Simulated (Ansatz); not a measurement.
**Density of states of CdInS$_{2}$**

```cif
data_structure
_symmetry_space_group_name_H-M 'P-3m1'
_symmetry_Int_Tables_number 164
_cell_length_a 3.8695
_cell_length_b 3.8695
_cell_length_c 6.8105
_cell_angle_alpha 90.000
_cell_angle_beta 90.000
_cell_angle_gamma 120.000
_cell_volume 88.31
loop_
_atom_site_label
_atom_site_type_symbol
_atom_site_symmetry_multiplicity
_atom_site_Wyckoff_symbol
_atom_site_fract_x
_atom_site_fract_y
_atom_site_fract_z
_atom_site_occupancy
Cd1 Cd 1 a 0.00000 0.00000 0.00000 1
In1 In 1 b 0.00000 0.00000 0.50000 1
S1 S 2 d 0.66667 0.33333 0.75505 1
```

The runs use the primitive cell with vectors (3.869, 0.000, 0.000), (-1.935, 3.351, 0.000), (0.000, 0.000, 6.811) Å, to which the k mesh refers.

Structure from Materials Project entry mp-20519 (possibly hypothetical), not relaxed further.

Spin–orbit coupling is left out, though it moves levels of the heavy atoms by tenths of an eV or more.

Level of theory: Ansatz 0.2.0, DFT, PBE, all-electron LAPW, scalar-relativistic.

The runs use a Γ-centred 11×11×6 k mesh, Fermi–Dirac smearing of 0.08 eV, basis error target 1 meV/atom, no spin polarisation.

States per eV and cell, averaged over 0.4 eV, from -5.8 to 3.6 eV, with energies (bin centres) from the Fermi level; empty bins are left out. 

```csv
E (eV),total
-5.7,1.57
-5.3,2.06
-4.9,1.69
-4.5,1.42
-4.1,2.32
-3.7,1.87
-3.3,2.72
-2.9,3.51
-2.5,4.18
-2.1,3.62
-1.7,1.28
-1.3,0.08
-0.9,0.27
-0.5,1.10
-0.1,1.34
0.3,1.26
0.7,1.03
1.1,0.67
1.5,1.21
1.9,1.81
2.3,1.08
2.7,1.03
3.1,1.61
3.5,1.75
```
